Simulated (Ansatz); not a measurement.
The relaxed structure here is a generated cell of GaIr: the first start was made by placing the elements on the sites of a structure type, and the end was not matched to a known phase here, so it may be hypothetical.

One starting cell of GaIr (a generated cell, GaIr placed in the CoSn-191 structure type) was relaxed twice with Ansatz (plane waves, PAW, scalar-relativistic): with PBEsol at 420 eV and with PBE at 420 eV. The PBEsol result:

Space group P6/mmm (No. 191); a = b = 5.378 Å, c = 4.041 Å, α = β = 90.00°, γ = 120.00°

```csv
atom,site,symmetry,x,y,z
Ir,3f,mmm,0.0000,0.5000,0.0000
Ga,2d,-6m2,0.3333,0.6667,0.5000
Ga,1a,6/mmm,0.0000,0.0000,0.0000
```

| quantity | PBEsol | PBE |
|---|---|---|
| space group | P6/mmm | P6/mmm |
| volume (Å³/atom) | 16.87 | [?] |
| a (Å) | 5.378 | [?] |
| c (Å) | 4.041 | [?] |
| gap (eV, no spin-orbit coupling) | 0.00 | [?] |

What does PBE give for the same quantities?


- volume (Å³/atom), PBE: 17.49
- a (Å), PBE: 5.442
- c (Å), PBE: 4.091
- gap (eV, no spin-orbit coupling), PBE: 0.00

Both levels end in the same structure; PBE's volume is 3.7 % larger. Neither column is exact.

No spin polarisation in the result.

The run could not lose the symmetry of its start: the end is stationary, and may be a saddle point rather than a minimum.

All atoms sit on sites fixed by symmetry, so only the cell could relax.

Ansatz is an electronic-structure program.
